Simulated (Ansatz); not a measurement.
SiRu (CsCl type, Pm-3m) under volume change, DFT-LDA in the program Ansatz with PAW potentials, scaled uniformly.

```csv
V (Å³/atom),E − E(relaxed) (meV/atom),P (GPa)
11.015,?,?
11.379,44.1,20.63
11.742,10.4,9.43
12.105,0.0,0.00
12.468,9.2,-7.92
12.831,?,?
13.194,74.9,-20.26
```

### Question
Complete the blanks.

### Answer

- 12.831, E − E(relaxed) (meV/atom): 35.1
- 12.831, P (GPa): -14.70
- 11.015, E − E(relaxed) (meV/atom): 105.5
- 11.015, P (GPa): 33.93

### Question
What does a third-order Birch–Murnaghan fit give for V₀, B₀ and B′?

### Answer
V₀ = 12.10 Å³/atom, B₀ = 288 GPa, B′ = 4.7.

The first step of the workflow began from a Materials Project structure, measured or hypothetical; the Crystallography Open Database copy checked does not list it. Whether it is the stable phase at ambient conditions was not checked. The LDA relaxation kept the symmetry of its start; whether a distortion lowers the energy is not shown. The run is not spin-polarised.

Potentials: the later of the program's two PAW sets.
